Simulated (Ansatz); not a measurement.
Ti3AlC:
```xyz
5
Lattice="4.1400 0.0000 0.0000 0.0000 4.1400 0.0000 0.0000 0.0000 4.1400" Properties=species:S:1:pos:R:3 pbc="T T T"
Ti     2.0700     2.0700     0.0000
Ti     0.0000     2.0700     2.0700
Ti     2.0700     0.0000     2.0700
Al     0.0000     0.0000     0.0000
C      2.0700     2.0700     2.0700
```

Relaxed with PBEsol.

Task: Which orbitals make up the states near the Fermi level in DFT-PBEsol in the program Ansatz with PAW potentials?

Result: Within 0.5 eV of the Fermi level: Ti 3d 91 %. Projections are on Löwdin-orthogonalised atomic valence shells; empty p or d shells of many metals are not among them.

Task: Tabulate the density of states.

Result: States/eV per cell of 5 atoms, in 0.25 eV bins, energy from the Fermi level.

```csv
E (eV),total,Ti 3d,C 2p,Al 3p
-7.85,0.00,0.00,0.00,0.00
-7.60,0.00,0.00,0.00,0.00
-7.35,0.00,0.00,0.00,0.00
-7.10,0.00,0.00,0.00,0.00
-6.85,0.29,0.07,0.00,0.00
-6.60,0.63,0.13,0.02,0.01
-6.35,1.50,0.17,0.12,0.03
-6.10,1.67,0.17,0.18,0.08
-5.85,1.56,0.20,0.21,0.11
-5.60,1.42,0.27,0.25,0.11
-5.35,1.09,0.34,0.32,0.06
-5.10,1.46,0.54,0.54,0.08
-4.85,1.96,0.69,0.71,0.12
-4.60,2.13,0.74,0.80,0.14
-4.35,2.39,0.82,0.93,0.19
-4.10,2.72,0.93,1.04,0.29
-3.85,2.45,0.85,0.94,0.27
-3.60,2.12,0.78,0.90,0.16
-3.35,2.29,0.88,1.04,0.13
-3.10,2.25,0.87,1.07,0.11
-2.85,2.50,0.96,1.15,0.17
-2.60,4.06,1.66,1.32,0.67
-2.35,3.62,1.55,0.68,1.02
-2.10,3.51,1.61,0.35,1.27
-1.85,4.48,2.45,0.24,1.49
-1.60,9.88,5.92,0.24,3.31
-1.35,0.90,0.78,0.04,0.05
-1.10,1.54,1.42,0.05,0.02
-0.85,2.02,1.87,0.05,0.01
-0.60,2.49,2.29,0.05,0.01
-0.35,2.69,2.50,0.05,0.02
-0.10,2.72,2.53,0.04,0.03
0.15,3.34,3.06,0.04,0.06
0.40,5.44,4.88,0.13,0.10
0.65,8.72,7.68,0.26,0.19
0.90,4.21,3.54,0.14,0.19
1.15,3.54,3.00,0.08,0.15
1.40,4.97,4.44,0.12,0.15
1.65,6.08,5.74,0.06,0.07
1.90,10.71,9.87,0.06,0.14
2.15,2.87,2.78,0.01,0.03
2.40,1.59,1.55,0.00,0.01
2.65,1.66,1.48,0.03,0.10
2.90,2.81,2.38,0.10,0.19
3.15,4.41,3.60,0.23,0.26
```

Space group Pm-3m (anti-perovskite). The first step of the workflow began from a Materials Project structure, measured or hypothetical; the Crystallography Open Database copy checked does not list it. Its standing as an ambient phase is unchecked. The PBEsol relaxation kept the symmetry of its start; of distortions, only those at the zone centre were tested. No spin polarisation was allowed.

Potentials: the earlier of the program's two PAW sets.
